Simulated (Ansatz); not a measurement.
Zn (hcp, Mg type), conventional cell a = b = 2.622 Å, c = 5.193 Å, α = β = 90.00°, γ = 120.00°. The calculation uses the primitive cell of 2 atoms, to which meshes and values per cell refer.

E(V) scan at fixed shape, V₀ the volume above. Symmetry pins the atoms to their sites.

Level of theory: PBE (plane waves to 420 eV, PAW, scalar-relativistic; Ansatz, a first-principles code). k mesh 20×20×9 (Γ-centred), Fermi-Dirac smearing 0.05 eV. Compression counts positive. The PAW data are Ansatz's earlier set. Zn was relaxed with its symmetry unable to fall. 

| V (Å³/cell) | P (GPa) |
|---|---|
| 25.98 | (withheld) |
| 26.97 | (withheld) |
| 27.96 | (withheld) |
| 28.94 | 5.8 |
| 29.93 | 2.6 |
| 30.92 | 0.0 |
| 31.91 | -2.1 |
| 32.90 | -3.9 |
| 33.89 | -5.3 |
| 34.88 | -6.4 |
| 35.87 | -7.3 |

Question: Fill in the missing entries.

Answer: 
- 25.98, P (GPa): 20.0
- 26.97, P (GPa): 14.3
- 27.96, P (GPa): 9.6

(A scan under strain: stresses follow from slopes of the energy per volume, elastic moduli from its curvatures.)
